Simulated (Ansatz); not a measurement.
Geometry optimisation in Ansatz: input, command and trajectory.

```yaml
crystal:
  lattice:
    - [4.1412595901, 0.0, 0.0]
    - [0.0, 4.1412595901, 0.0]
    - [0.0, 0.0, 4.1931550737]
  atoms:
    - { symbol: Hg, position: [0.5, 0.5, 0.515] }
    - { symbol: Ru, position: [0.0, 0.0, 0.0] }
    - { symbol: Pt, position: [0.5, 0.5, 0.975] }
    - { symbol: Pt, position: [0.0, 0.5, 0.485] }
    - { symbol: Pt, position: [0.5, 0.0, 0.485] }
basis:
  ecutwfc: 420
kpoints:
  mp_grid: { grid: [4, 4, 4] }
hamiltonian:
  xc: pbe
scf:
  occupations: { method: gaussian, width: 0.1 }
  lower_state_search: "off"
output:
  forces: true
  stress: true
  eigenvalues: true
relax:
  adjacent_minimum: "off"
  f_tol: 0.04
  max_steps: 70
  cell: { stress_tol: 0.4 }
```

```bash
ansatz run input.yaml --threads 1 --pin off --max-ram 2560MiB --backend cpu --events-out ev --progress --plain --runs-dir out
```

Theory: Ansatz 0.2.0, DFT PBE, scalar-relativistic, plane waves, PAW.

Of 21 frames 10 are shown, positions in Å and forces in eV/Å; the SCF threshold varies from step to step. Steps run on the plane waves of an earlier cell, with a Pulay correction in the pressure. The basis is chosen afresh for the last frame, the zero of the energies, and at times for earlier ones too; energy and pressure can step there, also at an unchanged geometry. Here that happened at step 16 (-112 meV/atom, 7.9 GPa); frames between the last choice of the basis and such a step carry an error that grows, as the cell changes, to that size. The mark taken_back stands on steps that the optimiser undid.

```xyz
5
Lattice="4.1413 0.0000 0.0000 0.0000 4.1413 0.0000 0.0000 0.0000 4.1932" Properties=species:S:1:pos:R:3:forces:R:3 pbc="T T T" step=1 free_energy_over_end_meV_per_atom=4639.36 pressure_GPa=176.19
Hg    2.0706    2.0706    2.1595    0.0000    0.0000  -18.4094
Ru    0.0000    0.0000    0.0000    0.0000    0.0000    0.0531
Pt    2.0706    2.0706    4.0883    0.0000    0.0000   24.8629
Pt    0.0000    2.0706    2.0337    0.0000    0.0000   -3.2533
Pt    2.0706    0.0000    2.0337    0.0000    0.0000   -3.2533
5
Lattice="4.5403 0.0000 0.0000 0.0000 4.5403 0.0000 0.0000 0.0000 4.5607" Properties=species:S:1:pos:R:3:forces:R:3 pbc="T T T" step=3 free_energy_over_end_meV_per_atom=1809.83 pressure_GPa=39.94
Hg    2.2701    2.2701    2.2296    0.0000    0.0000    4.6424
Ru    0.0000    0.0000    0.0532    0.0000    0.0000    0.4257
Pt    2.2701    2.2701    4.5674    0.0000    0.0000   -3.9748
Pt    0.0000    2.2701    2.1847    0.0000    0.0000   -0.5466
Pt    2.2701    0.0000    2.1847    0.0000    0.0000   -0.5466
5
Lattice="4.8198 0.0000 0.0000 0.0000 4.8198 0.0000 0.0000 0.0000 4.8154" Properties=species:S:1:pos:R:3:forces:R:3 pbc="T T T" step=5 free_energy_over_end_meV_per_atom=1275.02 pressure_GPa=0.69
Hg    2.4099    2.4099    2.1180    0.0000    0.0000   -0.4493
Ru    0.0000    0.0000    0.4977    0.0000    0.0000    1.3647
Pt    2.4099    2.4099    4.5588    0.0000    0.0000   -1.2522
Pt    0.0000    2.4099    2.3356    0.0000    0.0000    0.1684
Pt    2.4099    0.0000    2.3356    0.0000    0.0000    0.1684
5
Lattice="4.8510 0.0000 0.0000 0.0000 4.8510 0.0000 0.0000 0.0000 4.9472" Properties=species:S:1:pos:R:3:forces:R:3 pbc="T T T" step=8 free_energy_over_end_meV_per_atom=822.58 pressure_GPa=-6.84
Hg    2.4255    2.4255    1.7732    0.0000    0.0000   -1.4747
Ru    0.0000    0.0000    1.2028    0.0000    0.0000    1.5517
Pt    2.4255    2.4255    4.2912    0.0000    0.0000   -1.7581
Pt    0.0000    2.4255    2.4515    0.0000    0.0000    0.8406
Pt    2.4255    0.0000    2.4515    0.0000    0.0000    0.8406
5
Lattice="4.7344 0.0000 0.0000 0.0000 4.7344 0.0000 0.0000 0.0000 5.0693" Properties=species:S:1:pos:R:3:forces:R:3 pbc="T T T" step=10 free_energy_over_end_meV_per_atom=371.54 pressure_GPa=-3.45
Hg    2.3672    2.3672    1.4443    0.0000    0.0000   -1.6612
Ru    0.0000    0.0000    1.7014    0.0000    0.0000    0.3758
Pt    2.3672    2.3672    4.0334    0.0000    0.0000   -1.2518
Pt    0.0000    2.3672    2.6458    0.0000    0.0000    1.2686
Pt    2.3672    0.0000    2.6458    0.0000    0.0000    1.2686
5
Lattice="4.8023 0.0000 0.0000 0.0000 4.8023 0.0000 0.0000 0.0000 5.2491" Properties=species:S:1:pos:R:3:forces:R:3 pbc="T T T" step=12 free_energy_over_end_meV_per_atom=244.04 pressure_GPa=-11.57 taken_back
Hg    2.4011    2.4011    1.0078    0.0000    0.0000    0.7477
Ru    0.0000    0.0000    2.1819    0.0000    0.0000   -0.3409
Pt    2.4011    2.4011    3.7397    0.0000    0.0000   -0.5598
Pt    0.0000    2.4011    2.9917    0.0000    0.0000    0.0765
Pt    2.4011    0.0000    2.9917    0.0000    0.0000    0.0765
5
Lattice="4.7160 0.0000 0.0000 0.0000 4.7160 0.0000 0.0000 0.0000 5.0957" Properties=species:S:1:pos:R:3:forces:R:3 pbc="T T T" step=14 free_energy_over_end_meV_per_atom=177.92 pressure_GPa=0.01
Hg    2.3580    2.3580    1.0791    0.0000    0.0000   -0.0253
Ru    0.0000    0.0000    2.0087    0.0000    0.0000   -0.0811
Pt    2.3580    2.3580    3.6989    0.0000    0.0000   -0.0177
Pt    0.0000    2.3580    2.8743    0.0000    0.0000    0.0622
Pt    2.3580    0.0000    2.8743    0.0000    0.0000    0.0622
5
Lattice="4.7421 0.0000 0.0000 0.0000 4.7421 0.0000 0.0000 0.0000 5.2495" Properties=species:S:1:pos:R:3:forces:R:3 pbc="T T T" step=17 free_energy_over_end_meV_per_atom=22.88 pressure_GPa=3.13
Hg    2.3711    2.3711    1.0811    0.0000    0.0000    0.2553
Ru    0.0000    0.0000    2.1058    0.0000    0.0000    0.0192
Pt    2.3711    2.3711    3.8038    0.0000    0.0000   -0.4230
Pt    0.0000    2.3711    2.9616    0.0000    0.0000    0.0742
Pt    2.3711    0.0000    2.9616    0.0000    0.0000    0.0742
5
Lattice="4.7367 0.0000 0.0000 0.0000 4.7367 0.0000 0.0000 0.0000 5.5039" Properties=species:S:1:pos:R:3:forces:R:3 pbc="T T T" step=19 free_energy_over_end_meV_per_atom=0.93 pressure_GPa=0.24
Hg    2.3684    2.3684    1.0948    0.0000    0.0000    0.0315
Ru    0.0000    0.0000    2.2590    0.0000    0.0000    0.0442
Pt    2.3684    2.3684    3.9607    0.0000    0.0000   -0.0354
Pt    0.0000    2.3684    3.1126    0.0000    0.0000   -0.0201
Pt    2.3684    0.0000    3.1126    0.0000    0.0000   -0.0201
5
Lattice="4.7439 0.0000 0.0000 0.0000 4.7439 0.0000 0.0000 0.0000 5.4949" Properties=species:S:1:pos:R:3:forces:R:3 pbc="T T T" step=21 free_energy_over_end_meV_per_atom=0.00 pressure_GPa=0.17
Hg    2.3720    2.3720    1.0929    0.0000    0.0000   -0.0160
Ru    0.0000    0.0000    2.2621    0.0000    0.0000   -0.0211
Pt    2.3720    2.3720    3.9463    0.0000    0.0000    0.0138
Pt    0.0000    2.3720    3.1081    0.0000    0.0000    0.0116
Pt    2.3720    0.0000    3.1081    0.0000    0.0000    0.0116
```

The start puts this composition into another compound's structure type, which needn't suit it. The cell swells from 14.4 to 24.7 Å³ an atom, so the end can be far from any stable crystal. At the end the space group is P4mm (tolerance 0.05 Å).

It took 3.5 min on 1 thread of Arm Neoverse V1 (shared host), peak memory 0.42 GiB.

The k mesh is coarse. Spin–orbit coupling is left out, which can shift energies with elements as heavy as these.